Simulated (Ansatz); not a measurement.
BN in space group P6_3/mmc (No. 194; B on 2d, N on 2c) at seven volumes, plane-wave PAW r²SCAN+D4 (Ansatz code), shape and atoms relaxed at each. One row is withheld.

| V (Å³/atom) | P (GPa) |
|---|---|
| 8.113 | 4.70 |
| 8.380 | 2.68 |
| 8.648 | 1.13 |
| 8.915 | 0.01 |
| 9.183 | -0.79 |
| 9.450 | -1.30 |
| 9.718 | ? |

**Question.** Fit the shown pressures and predict the withheld one.

**Answer.** P = (3/2)B₀(x^(7/2) − x^(5/2))[1 + (3/4)(B′ − 4)(x − 1)] with x = (V₀/V)^(2/3). Least squares on the six rows gives V₀ = 8.920 Å³/atom, B₀ = 31.2 GPa, B′ = 10.48. At V = 9.718, x = 0.9445 and P = -1.64 GPa. The run itself gave -1.69 GPa.

Symmetry was held in the r²SCAN+D4 relaxation.

Potentials: the earlier of the program's two PAW sets.
